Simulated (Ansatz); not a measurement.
Input and command of a plane-wave DFT calculation in Ansatz:

```yaml
crystal:
  lattice:
    - [3.2162447334, 0.0, 0.0]
    - [0.0, 3.2162447334, 0.0]
    - [0.0, 0.0, 3.2162447334]
  atoms:
    - { symbol: "Y", position: [0.5, 0.5, 0.5] }
    - { symbol: B, position: [0.0, 0.0, 0.0] }
basis:
  ecutwfc: 420
kpoints:
  mp_grid: { grid: [18, 18, 18] }
hamiltonian:
  xc: pbe
scf:
  occupations: { method: gaussian, width: 0.1 }
output:
  forces: true
  stress: true
  eigenvalues: true
  write_density: true
  write_potential: true
  elf: true
  volumetric_format: npy
relax:
  adjacent_minimum: "off"
  f_tol: 0.01
  max_steps: 80
  cell: { stress_tol: 0.05 }
```

```bash
ansatz run input.yaml --threads 1 --pin off --max-ram 2560MiB --backend cpu --events-out ev --progress --plain --runs-dir out
```

Processor: Intel(R) Xeon(R) Platinum 8488C (Sapphire Rapids), 1 thread, on a host shared with other jobs.

Task: Estimate time, memory and problem size.

Result: About 14 s on 1 thread of Intel(R) Xeon(R) Platinum 8488C (Sapphire Rapids), with other jobs on the host, peak memory 0.43 GiB. It solves 11 bands at 220 k points (the mesh reduced by the symmetry that the task leaves, which can be less than the crystal's) with about 619 plane waves (on the last cell), in 19 SCF iterations over 4 ionic steps.
